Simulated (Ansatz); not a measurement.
Ansatz input file:

```yaml
crystal:
  lattice:
    - [3.7897960487, 0.0, 0.0]
    - [-1.8948980243, 3.2820596533, 0.0]
    - [0.0, 0.0, 25.8302443066]
  atoms:
    - { symbol: Si, position: [0.0, 0.0, 0.2903573002] }
    - { symbol: Co, position: [0.6666666667, 0.3333333333, 0.3203062573] }
    - { symbol: Si, position: [0.3333333333, 0.6666666667, 0.3502552144] }
    - { symbol: Si, position: [0.6666666667, 0.3333333333, 0.4101531287] }
    - { symbol: Co, position: [0.3333333333, 0.6666666667, 0.4401020858] }
    - { symbol: Si, position: [0.0, 0.0, 0.4700510429] }
    - { symbol: Si, position: [0.3333333333, 0.6666666667, 0.5299489571] }
    - { symbol: Co, position: [0.0, 0.0, 0.5598979142] }
    - { symbol: Si, position: [0.6666666667, 0.3333333333, 0.5898468713] }
    - { symbol: Si, position: [0.0, 0.0, 0.6497447856] }
    - { symbol: Co, position: [0.6666666667, 0.3333333333, 0.6796937427] }
    - { symbol: Si, position: [0.3333333333, 0.6666666667, 0.7096426998] }
basis:
  ecutwfc: 420
kpoints:
  mp_grid: { grid: [9, 9, 1] }
hamiltonian:
  xc: pbe
scf:
  occupations: { method: gaussian, width: 0.1 }
output:
  forces: true
  eigenvalues: true
  write_density: true
  write_potential: true
  elf: true
  volumetric_format: npy
relax:
  adjacent_minimum: "off"
  f_tol: 0.02
  max_steps: 60
efield:
  axis: 3
  dipole_correction: true
  ramp_width: 0.04
```

Launched with
```bash
ansatz run input.yaml --threads 4 --pin off --max-ram 8192MiB --backend cpu --events-out ev --progress --plain --runs-dir out
```

Computed with DFT PBE, scalar-relativistic, plane waves, PAW (Ansatz).

Abridged output (final results; tables in files aren't shown):

```
WARN: The output density's exchange-correlation potential varies sharply where the density is thin. Do not read a vacuum level from v_tot or v_xc, or from such a field of the output density. On a cell that repeats whose density bears no net charge and no dipole along the vacuum's axis use v_es (v_loc + v_h of the components); under efield.dipole_correction with no amplitude use v_es + v_field, which holds any external_charges[].barrier, or the levels of the report's work_function block, which leave it out; under a non-zero efield.amplitude the vacuum is tilted and has no level; on a cell that repeats and bears such a dipole with no correction it is tilted too, and efield.dipole_correction wi ...
SCF converged after 7 iterations
Free energy (F): -25594.440151 eV
Harris-Foulkes:  -25594.440151 eV  (|F-HF|=2.26e-9)
Internal energy: -25594.404278 eV  (E = F + TS)
E sigma→0 (E₀):  -25594.422215 eV
Entropy (-TS):   -0.035872 eV (-2.989 meV/atom)
Fermi energy:    3.539078 eV
Dipole field:    D = -0.000001 V/Å  (p = -0.000001 e·Å, saw-weighted, corrected)
Work function:   Φ+ = 5.0074 eV   Φ− = 5.0074 eV
Levels:          The Fermi level and band energies are counted from a zero that moves with the ramp; work functions are not
--- Per-component energies (eV) ---
  E_band       = -2058.018632
  E_kinetic    = 2181.967048
  E_local      = -105584.618710  (includes V_loc(G=0)·N_el)
  E_nonlocal   = 2009.308983
  E_hartree    = 51267.617021
  E_xc         = -1092.235900
  E_vxc        = -1215.012640  (∫ρ·V_xc dr)
  E_paw        = -10166.094150  (= ΣΔE_a)
  E_vpaw       = -1984.861869  (= ΣTr[D̂ρ^β])
  E_aug_tail   = 0.000487  (compensation charges beyond the density's cutoff)
  E_efield     = 0.000000  (sawtooth field / dipole correction)
  E_vefield    = 0.000000  (∫n·V_field dr)
  E_ewald      = 35789.650942
  E_smearing   = -0.035872  (= −TS)
--- Forces (eV/Å), atoms counted from 1 ---
  atom   1  Si     0.00000000     0.00000000     0.00006790
  atom   2  Co     0.00000000     0.00000000    -0.00058221
  atom   3  Si     0.00000000     0.00000000    -0.00550299
  atom   4  Si     0.00000000     0.00000000    -0.00189517
  atom   5  Co     0.00000000     0.00000000    -0.00560351
  atom   6  Si     0.00000000     0.00000000    -0.00372788
  atom   7  Si     0.00000000     0.00000000     0.00372917
  atom   8  Co     0.00000000     0.00000000     0.00560351
  atom   9  Si     0.00000000     0.00000000     0.00189471
  atom  10  Si     0.00000000     0.00000000     0.00550232
  atom  11  Co     0.00000000     0.00000000     0.00058228
  atom  12  Si     0.00000000     0.00000000    -0.00006789
--- Band table (eV; the first three rows and the last of 12) ---
  k-point 0: bands = ["-91.2278", "-91.2278", "-91.0956", "-91.0956", "-54.5508", "-54.5508", "-54.5506", "-54.5506", "-54.5334", "-54.5321", "-54.4257", "-54.4257", "-54.4257", "-54.4257", "-54.3781", "-54.3781", "-9.4464", "-8.8706", "-7.8535", "-6.6816", "-4.6160", "-2.9795", "-1.4175", "-0.5089", "-0.5089", "-0.3062", "-0.3062", "-0.1309", "-0.1309", "-0.0906", "-0.0906", "0.5867", "0.7022", "1.5678", "1.5678", "1.5752", "1.5752", "1.6947", "1.8332", "1.8332", "2.0234", "2.0234", "2.6251", "3.6009", "3.6009", "4.1400", "4.5526", "4.5526", "5.1222", "5.6219", "5.6219", "5.8121", "6.2251", "6.2608", "6.3181", "6.5050", "6.5050", "7.0554", "7.0554", "7.1600", "7.1600", "7.5416"]
  k-point 1: bands = ["-91.2278", "-91.2278", "-91.0956", "-91.0956", "-54.5510", "-54.5508", "-54.5508", "-54.5506", "-54.5334", "-54.5321", "-54.4259", "-54.4259", "-54.4258", "-54.4258", "-54.3781", "-54.3781", "-9.2802", "-8.7063", "-7.6923", "-6.5193", "-4.5088", "-2.9290", "-1.5270", "-0.9331", "-0.5979", "-0.5017", "-0.3755", "-0.3001", "-0.2622", "-0.0718", "0.0542", "0.7361", "0.7964", "1.1300", "1.3192", "1.3934", "1.6249", "1.6367", "1.8625", "1.9116", "2.0349", "2.0538", "2.4708", "3.1494", "3.3557", "3.7569", "4.1648", "4.1807", "4.4021", "5.1002", "5.2547", "5.3992", "5.7654", "5.9798", "6.0160", "6.3716", "6.4791", "7.1492", "7.3768", "7.4867", "7.7101", "7.9232"]
  k-point 2: bands = ["-91.2278", "-91.2278", "-91.0956", "-91.0956", "-54.5515", "-54.5513", "-54.5510", "-54.5507", "-54.5332", "-54.5321", "-54.4265", "-54.4265", "-54.4259", "-54.4259", "-54.3781", "-54.3781", "-8.7866", "-8.2191", "-7.2171", "-6.0458", "-4.2338", "-2.9702", "-2.1780", "-1.7975", "-1.3636", "-0.8344", "-0.4583", "-0.4346", "-0.2520", "0.0744", "0.1707", "0.3925", "0.5904", "0.9744", "1.0818", "1.2047", "1.5196", "1.5368", "1.8945", "1.9657", "2.0200", "2.0618", "2.2754", "2.7640", "2.8405", "2.8868", "3.2369", "3.4847", "3.5131", "4.0622", "4.1749", "4.8211", "5.1544", "5.5313", "5.8752", "6.1929", "6.9562", "7.2058", "7.4556", "7.5425", "7.8532", "8.1106"]
  k-point 11: bands = ["-91.2277", "-91.2277", "-91.0956", "-91.0956", "-54.5521", "-54.5520", "-54.5520", "-54.5518", "-54.5325", "-54.5325", "-54.4270", "-54.4270", "-54.4270", "-54.4270", "-54.3779", "-54.3779", "-5.3826", "-5.3826", "-5.2747", "-5.0359", "-4.8833", "-4.8833", "-4.1650", "-4.1650", "-2.3925", "-2.0050", "-2.0050", "-1.4526", "-0.8882", "-0.8882", "-0.4159", "0.3181", "0.3181", "0.6879", "0.8693", "0.8693", "1.2388", "1.5725", "1.5725", "1.7640", "1.7640", "1.8122", "2.1383", "2.1383", "2.2546", "2.2676", "2.3270", "2.3270", "2.9450", "2.9450", "3.6981", "3.7306", "4.4345", "4.4345", "6.4104", "6.4104", "6.4190", "7.5170", "7.5170", "8.5483", "9.0167", "9.0167"]
--- Relaxed structure (5 steps of the walk, 5 accepted, 0 SCFs on fresh bases) ---
  F+E_penalty+E_count = -25594.44015068 eV   max|allowed force component| = 5.604e-3 eV/Å
  atoms:
    - { symbol: Si, position: [0.0, 0.0, 0.29563845] }
    - { symbol: Co, position: [0.66666666, 0.33333333, 0.32147119] }
    - { symbol: Si, position: [0.33333333, 0.66666666, 0.35073296] }
    - { symbol: Si, position: [0.66666666, 0.33333333, 0.41036814] }
    - { symbol: Co, position: [0.33333333, 0.66666666, 0.44090226] }
    - { symbol: Si, position: [0.0, 0.0, 0.46930899] }
    - { symbol: Si, position: [0.33333333, 0.66666666, 0.53069100] }
    - { symbol: Co, position: [0.0, 0.0, 0.55909772] }
    - { symbol: Si, position: [0.66666666, 0.33333333, 0.58963185] }
    - { symbol: Si, position: [0.0, 0.0, 0.64926703] }
    - { symbol: Co, position: [0.66666666, 0.33333333, 0.67852880] }
    - { symbol: Si, position: [0.33333333, 0.66666666, 0.70436154] }
```

The relaxation met its thresholds.

The run took 47 s on 4 threads of Arm Neoverse V2 (shared host), peak memory 0.82 GiB.

Spin polarisation was left out, and a magnetic state may lie lower.